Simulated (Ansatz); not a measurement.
BAs (rock salt, Fm-3m) at seven volumes, PBE in the plane-wave PAW code Ansatz, scaled uniformly. One row is withheld.

```csv
V (Å³/atom),P (GPa)
11.190,14.93
11.559,9.13
11.928,4.23
12.297,0.01
12.666,-3.66
13.035,?
13.404,-9.44
```

Task: Fit the shown pressures and predict the withheld one.

Result: P = (3/2)B₀(x^(7/2) − x^(5/2))[1 + (3/4)(B′ − 4)(x − 1)] with x = (V₀/V)^(2/3). Least squares on the six rows gives V₀ = 12.296 Å³/atom, B₀ = 131 GPa, B′ = 4.09. At V = 13.035, x = 0.9618 and P = -6.79 GPa. The run itself gave -6.79 GPa.

The start of the workflow was typed in or built on a structure type; neither database checked (COD, Materials Project) lists it. It is not the phase usual at ambient conditions (space group No. 216). The PBE relaxation kept the symmetry of its start; its stability against distortions is not shown here. Its formation energy is positive at this level, so the cell may be metastable or incomplete.

Potentials: the earlier of the program's two PAW sets.
